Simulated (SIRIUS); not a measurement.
Set-up for a self-consistent single point of Pt (C2/m, 1 atom in the cell; from Materials Project mp-126, changed as shown).

```xyz
1
Lattice="0.0000 1.9605 1.9605 1.9409 0.0000 1.9409 1.9605 1.9605 0.0000" Properties=species:S:1:pos:R:3 pbc="T T T"
Pt     0.0000     0.0000     0.0000
```

Level of theory: PBE, GBRV PBE ultrasoft pseudopotentials (plane waves; SIRIUS).

SIRIUS settings:

* **parameters.ngridk**: 19 19 19
* **parameters.xc_functionals**: [XC_GGA_X_PBE, XC_GGA_C_PBE]
* **parameters.gk_cutoff**: 6.325 1/bohr
* **parameters.pw_cutoff**: 14.143 1/bohr
* **parameters.smearing**: fermi_dirac
* **parameters.smearing_width**: 0.00367493 Ha
* **potentials**: GBRV PBE ultrasoft pseudopotentials
* **parameters.electronic_structure_method**: pseudopotential
* **parameters.num_bands**: 12
* **parameters.num_mag_dims**: 0
* **parameters.num_dft_iter**: 100
* **parameters.energy_tol**: 1e-07 Ha
* **parameters.density_tol**: 1e-06
* **mixer.type**: anderson
* **mixer.beta**: 0.3
* **mixer.use_hartree**: true

Results:

- Number of valence electrons = 16
- Number of bands = 12
- Number of k-points after the program's reduction = 1810
- Number of plane waves (most at a k-point) = 445
- Number of SCF iterations = 12
- FFT grid = 27 × 27 × 27
- Free energy E − TS = -2866.6847 eV
- Fermi level (on the code's own zero) = 22.90 eV
- Pressure = 12.04 GPa

Stress (GPa, positive for compression):
```
12.26  -0.49   1.07
-0.49  11.62  -0.49
 1.07  -0.49  12.26
```

For comparison: a first run was changed to give this one (lattice vector b scaled by 0.99), and from it to this one the free energy rises by 11.6 meV/atom and the pressure goes from 8.91 to 12.04 GPa.

The structure comes from a collection of computed structures, made at another level of theory; the collection holds predicted forms beside known ones. Its lattice was then scaled.

Cost on one core: roughly 5 core-minutes.
